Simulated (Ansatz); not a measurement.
**AsP: from a first guess to the relaxed NiAs type**

First guess:

```yaml
crystal:
  lattice:
    - [3.39602, 0.00000, 0.00000]
    - [-1.69801, 2.94104, 0.00000]
    - [0.00000, 0.00000, 5.09402]
  atoms:
    - { symbol: As, position: [0.00000, 0.00000, 0.00000] }
    - { symbol: As, position: [0.00000, 0.00000, 0.50000] }
    - { symbol: P, position: [0.33333, 0.66667, 0.25000] }
    - { symbol: P, position: [0.66667, 0.33333, 0.75000] }
```

Computed with DFT, PBEsol, PAW with Ansatz's default frozen-core files, scalar-relativistic in Ansatz 0.2.0.

Cell and atoms relax within the symmetry of the start on a 12×12×7 k mesh with 0.05 eV Fermi–Dirac smearing.

The start is built from a prototype, known or not as a phase of this compound; the cutoff is 420 eV.

(1) What is the pressure of the first guess?

(2) What does it relax to?

(3) How much energy does the relaxation release?

## Answers

(1) 65.4 GPa.

(2) a = 3.517 Å, b = 3.517 Å, c = 6.520 Å, α = 90.00°, β = 90.00°, γ = 120.00° (conventional cell), 17.46 Å³ per atom:
```cif
data_structure
_symmetry_space_group_name_H-M 'P6_3/mmc'
_symmetry_Int_Tables_number 194
_cell_length_a 3.5170
_cell_length_b 3.5170
_cell_length_c 6.5198
_cell_angle_alpha 90.000
_cell_angle_beta 90.000
_cell_angle_gamma 120.000
_cell_volume 69.84
loop_
_atom_site_label
_atom_site_type_symbol
_atom_site_symmetry_multiplicity
_atom_site_Wyckoff_symbol
_atom_site_fract_x
_atom_site_fract_y
_atom_site_fract_z
_atom_site_occupancy
As1 As 2 a 0.00000 0.00000 0.00000 1
P1 P 2 c 0.33333 0.66667 0.25000 1
```

(3) 990 meV/atom.
